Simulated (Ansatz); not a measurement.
Given:

Si2Ni (fluorite or antifluorite type, space group No. 225), a = b = c = 5.384 Å, α = β = γ = 90.00°; the cell used has 3 atoms.

This is the r²SCAN-relaxed structure.

### Question
All from the program Ansatz at the r²SCAN level (PAW), unless another level is named. Estimate the electronic character.

### Answer
metallic (no gap).

### Question
What about the formation energy from the elements (no fitted shifts)?

### Answer
-351 meV/atom.

### Question
And the density of states at the Fermi level?

### Answer
0.27 states/eV per atom (mean over ±0.08 eV).

Space group Fm-3m (fluorite or antifluorite type). Symmetry was held in the r²SCAN relaxation. The workflow began spin-polarised and lost its moments. The references are the lowest solids computed at this level, not always the standard phases.

Potentials: the later of the program's two PAW sets.
